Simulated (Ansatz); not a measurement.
## KMgF$_{3}$: course of a relaxation

Computed with DFT PBEsol, scalar-relativistic, plane waves, PAW in Ansatz. (420 eV cutoff, 6×6×6 k-mesh, Gaussian smearing of 0.02 eV, no spin polarisation)

What was changed: uniaxial strain along a, with b, c and atoms relaxed: +3.0 %.

Command:

```bash
ansatz run input.yaml --threads 1 --pin off --max-ram 2560MiB --backend cpu --events-out ev --progress --plain --runs-dir out
```

Input:

```yaml
crystal:
  lattice:
    - [4.1109913916, 0.0, 0.0]
    - [0.0, 3.9613193749, 0.0]
    - [0.0, 0.0, 3.9613193749]
  atoms:
    - { symbol: K, position: [0.5, 0.5, 0.5] }
    - { symbol: Mg, position: [0.0, 0.0, 0.0] }
    - { symbol: F, position: [0.0, 0.5, 0.0] }
    - { symbol: F, position: [0.0, 0.0, 0.5] }
    - { symbol: F, position: [0.5, 0.0, 0.0] }
basis:
  ecutwfc: 420
kpoints:
  mp_grid: { grid: [6, 6, 6] }
hamiltonian:
  xc: pbesol
scf:
  occupations: { method: gaussian, width: 0.02 }
output:
  forces: true
  stress: true
  eigenvalues: true
relax:
  adjacent_minimum: "off"
  f_tol: 0.008
  max_steps: 40
  cell: { stress_tol: 0.015, fix: [a, angles] }
```

F is the free energy. Steps run on the plane waves of an earlier cell, but the last one, and at times one on the way, on a freshly chosen basis, so a repeated geometry can differ a little in energy. The held parts of the cell keep their stress, so P needn't end at zero.

Steps:

```tsv
step	F − F(1) (eV)	largest force component (eV/Å)	V (Å³/atom)	P (GPa)
1	0.0000	0.000	12.902	-0.86
2	0.0001	0.000	12.914	-0.93
3	0.0004	0.000	12.931	-1.04
4	-0.0001	0.000	12.931	-1.02
5	-0.0001	0.000	12.934	-1.04
6	-0.0001	0.000	12.934	-1.03
```

Relaxed structure:

```yaml
crystal:
  lattice:
    - [4.11099, 0.00000, 0.00000]
    - [0.00000, 3.96627, 0.00000]
    - [0.00000, 0.00000, 3.96627]
  atoms:
    - { symbol: K, position: [0.50000, 0.50000, 0.50000] }
    - { symbol: Mg, position: [0.00000, 0.00000, 0.00000] }
    - { symbol: F, position: [0.00000, 0.50000, 0.00000] }
    - { symbol: F, position: [0.00000, 0.00000, 0.50000] }
    - { symbol: F, position: [0.50000, 0.00000, 0.00000] }
```

It takes space group P4/mmm (No. 123, tetragonal). Conventional cell: a = 3.966 Å, b = 3.966 Å, c = 4.111 Å, α = 90.00°, β = 90.00°, γ = 90.00°. Around K (site symmetry 4/mmm) lie 12 F at 2.80 to 2.86 Å. Mg (site symmetry 4/mmm) is surrounded by 6 F at 1.98 to 2.06 Å. F (site symmetry mmm) is surrounded by 2 Mg at 1.98 Å. Around F (site symmetry 4/mmm) lie 2 Mg at 2.06 Å.

The run converged. It took 34 s on 1 thread of AMD EPYC 7R43 64-Core Processor (Zen 3), with other jobs on the host, peak memory 0.44 GiB.